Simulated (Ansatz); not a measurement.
What a change of settings does: I (diamond type)

First run: DFT, LDA, all-electron PAW with datasets made for the crystal, scalar-relativistic (Ansatz 0.2.0).

Command: `ansatz run input.yaml --threads 1 --pin off --max-ram 2048MiB --backend cpu --events-out ev --progress --plain --runs-dir out` It took 2.7 s on 1 thread of Arm Neoverse V1, with other jobs on the host, peak memory 0.32 GiB.

```yaml
crystal:
  lattice:
    - [0.0, 3.4897660234, 3.4897660234]
    - [3.4897660234, 0.0, 3.4897660234]
    - [3.4897660234, 3.4897660234, 0.0]
  atoms:
    - { symbol: I, position: [-0.125, -0.125, -0.125] }
    - { symbol: I, position: [0.125, 0.125, 0.125] }
kpoints:
  mp_grid: { grid: [8, 8, 8] }
scf:
  occupations: { method: fermi_dirac, width: 0.05 }
hamiltonian:
  xc: lda
  pseudopotentials: { kind: all_electron, datasets: crystal }
output:
  forces: true
  stress: true
  eigenvalues: true
  efg: { contact_densities: true }
```

The cell is a prototype at a set volume, not relaxed; it needn't be the stable phase.

This run: the undistorted cell.

It converges in 5 SCF iterations at a pressure of 6.47 GPa.

The input is then changed:

```diff
 kpoints:
-  mp_grid: { grid: [8, 8, 8] }
+  mp_grid: { grid: [8, 8, 8], shift: [0.5, 0.5, 0.5] }
 scf:
```

**Question.** What does the second run give?

**Answer.** It converges in 7 SCF iterations at a pressure of 6.45 GPa, largest force 0.018 eV/Å, free energy +0.3 meV/atom against the first run's.
